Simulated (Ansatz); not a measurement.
PNO:
```yaml
crystal:
  lattice:
    - [-2.22308, 2.38652, 3.51227]
    - [2.22308, -2.38652, 3.51227]
    - [2.22308, 2.38652, -3.51227]
  atoms:
    - { symbol: P, position: [0.61095, 0.36095, 0.25000] }
    - { symbol: P, position: [0.88905, 0.13905, 0.75000] }
    - { symbol: N, position: [0.75000, 0.39448, 0.64448] }
    - { symbol: N, position: [0.25000, 0.10552, 0.85552] }
    - { symbol: O, position: [0.87531, 0.25000, 0.12531] }
    - { symbol: O, position: [0.62469, 0.75000, 0.37469] }
```

Relaxed with r²SCAN. Special points in fractions of this cell's reciprocal vectors: Γ (0.000, 0.000, 0.000); X (0.500, 0.500, -0.500); F2 (0.350, 0.650, -0.350); Σ0 (-0.350, 0.350, 0.350); Y0 (0.365, -0.365, 0.365); U0 (0.635, 0.365, -0.365); R (0.000, 0.500, 0.000); W (0.250, 0.250, 0.250); S (0.500, 0.000, 0.000); T (0.000, 0.000, 0.500).

Question: List the band energies nearest the valence-band maximum at these points for plane-wave PAW r²SCAN (Ansatz code).

Answer: In eV from the valence-band maximum; about four levels below and three above (degenerate sets whole), none deeper than 8.9 eV; points with the same levels are listed once.

| k | below | above |
|---|---|---|
| Γ | -2.23 -1.92 -1.23 -0.47 | 5.81 6.03 7.81 |
| X | -2.92 -2.65 -2.04 0.00 | 7.24 7.68 8.65 |
| F2 | -2.63 -2.46 -1.75 -0.24 | 7.29 7.69 8.69 |
| Y0 | -2.77 -2.21 -2.09 -0.30 | 6.42 7.93 8.27 |
| R | -2.52 -1.72 -1.55 -0.51 | 7.29 7.73 7.98 |
| W | -2.13 -2.13 -0.88 -0.88 | 6.87 6.87 8.27 8.27 |
| S | -2.53 -2.16 -1.17 -0.75 | 6.30 7.40 8.01 |
| T | -2.25 -1.77 -1.11 -0.61 | 6.56 7.58 7.79 |

Space group I2_12_12_1. The workflow started from a Materials Project entry (that database holds measured and hypothetical structures alike); the Crystallography Open Database copy checked does not list it. Whether it is the stable phase at ambient conditions was not checked. The r²SCAN relaxation kept the symmetry of its start; its stability against distortions is not shown here.

Potentials: the later of the program's two PAW sets.
